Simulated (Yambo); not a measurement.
Yambo run on PtS2 (CdI2 type, space group P-3m1, No. 164). The wavefunctions are norm-conserving PBE (Quantum ESPRESSO, 84 Ry, without SOC) ones on a 6×6×4 mesh (15 occupied bands); a = b = 3.5487 Å, c = 5.5971 Å, α = β = 90.00°, γ = 120.00°.

Yambo input:

```
rim_cut
gw0
dyson
el_el_corr
HF_and_locXC
cohsex
em1s
RandQpts= 1000000
RandGvec= 1 Ry
EXXRLvcs= 84 Ry
VXCRLvcs= 336 Ry
Chimod= "HARTREE"
% BndsRnXs
 5 | 116 |
%
NGsBlkXs= 8 Ry
% LongDrXs
 1.0 | 1.0 | 1.0 |
%
ExtendOut
% QPkrange
 5 | 5 | 15 | 16 |
 8 | 8 | 16 | 16 |
%
```

k points by index: 5 = (0, 0.167, 0.25), 8 = (0, 0.333, 0.25).

The o-*.qp file then holds:

```
#    K-point    Band    Eo [eV]    E [eV]    E-Eo [eV]    Vxc [eV]    Vnlxc [eV]    Sc|Eo [eV]    Re(Z)    Im(Z)
#
    5    15    0.000000    -2.279648    -2.279648    -15.87779    -18.27193    0.114496    1.000000    0.000000
    5    16    1.632175    0.453099    -1.179076    -16.37007    -13.03527    -4.513873    1.000000    0.000000
    8    16    1.320755    0.181881    -1.138873    -16.57460    -13.17528    -4.538190    1.000000    0.000000
```
(The two width columns are left out.) Convergence of these settings isn't established.

Geometry of the Materials Project entry, not relaxed at this level.

The distance between layers or molecules is the database entry's, not relaxed here. Functionals without dispersion can leave it too large, which widens gaps and weakens the response across layers: the numbers belong to this cell.
